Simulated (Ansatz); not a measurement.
CuI:
```yaml
crystal:
  lattice:
    - [4.02894, 0.00000, 0.00000]
    - [0.00000, 4.02894, 0.00000]
    - [0.00000, 0.00000, 7.48521]
  atoms:
    - { symbol: Cu, position: [0.00000, 0.50000, 0.00000] }
    - { symbol: Cu, position: [0.50000, 0.00000, 0.50000] }
    - { symbol: I, position: [0.00000, 0.00000, 0.25000] }
    - { symbol: I, position: [0.00000, 0.00000, 0.75000] }
```

Relaxed with PBE. Special points in fractions of this cell's reciprocal vectors: Γ (0.000, 0.000, 0.000); X (0.000, 0.500, 0.000); M (0.500, 0.500, 0.000); Z (0.000, 0.000, 0.500); R (0.000, 0.500, 0.500); A (0.500, 0.500, 0.500).

**Question.** List the band energies nearest the Fermi level at these points for PBE (plane waves, PAW; program Ansatz).

**Answer.** In eV from the Fermi level; about four levels below and three above (degenerate sets whole), none deeper than 8.9 eV; points with the same levels are listed once.

```
k                          below                above
-  -----------------------------  -------------------
Γ  -2.17 -2.17 -0.51 -0.51 -0.05       2.90 3.57 4.58
X        -1.81 -0.68 -0.54 -0.10       1.89 4.13 4.98
M  -2.15 -2.15 -1.87 -1.87 -1.86  0.11 0.76 1.66 1.66
Z        -1.83 -1.83 -0.98 -0.98  1.74 1.74 3.93 3.93
R        -2.12 -2.03 -1.38 -0.51       1.59 1.93 3.02
A        -1.91 -1.91 -1.36 -1.36  1.53 1.53 2.36 2.36
```

Space group P4_2/mmc. The cell is a constructed one: a structure type filled with these elements; neither database checked (COD, Materials Project) lists it. It is not the phase usual at ambient conditions (space group No. 216). Symmetry was held in the PBE relaxation; whether a distortion lowers the energy is not shown. The run is not spin-polarised. Spin–orbit coupling is left out wherever it is not named.

Potentials: the later of the program's two PAW sets.
